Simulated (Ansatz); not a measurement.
A crystal relaxed with r2SCAN in the plane-wave code Ansatz has space group P-43m (No. 215) and a = 5.779 Å.

```
atom  site       x       y       z
  Xx    1a  0.0000  0.0000  0.0000
  As    4e  0.2165  0.2165  0.2165
  In    3c  0.5000  0.5000  0.0000
```

With r2SCAN the valence top lies at M–Γ (0.70 of the way from M) and the conduction bottom at R, 0.31 eV higher; the smallest vertical gap, at Γ, is 0.35 eV. The lowest empty level at Γ lies only 24 meV higher, so the place of the conduction bottom isn't settled. HSE06 gives an indirect gap of 0.67 eV, from Γ to R; the least direct gap is 0.68 eV at Γ. Least and direct gap differ so little that the kind isn't settled. The lowest empty level at Γ lies only 14 meV higher, so the place of the conduction bottom isn't settled. Meshes: r2SCAN 4×4×4, HSE06 4×4×4.

Question: Which element is Xx?
A. Tl
B. B
C. Ga
D. Al

Answer: B. Xx is B: In₃BAs₄ as one 8-atom ordering (P-43m) on the zincblende lattice. B has 4 As at 2.17 Å; As has 1 B at 2.17 Å and 3 In at 2.63 Å; In has 4 As at 2.63 Å.

Simulation only: spin-unpolarised, and no claim that this is the phase found in nature.

No spin-orbit coupling is included; it can move band edges with weight on the heavy atoms by tenths of an eV.

Where an edge lies off the special points, it is a point of the mesh or the k point where a search put PBE's edge or least direct gap, reused for the other functionals, whose own edges may lie a little apart.

The meshes of the hybrids are coarse, so their gaps aren't converged to the digits shown.
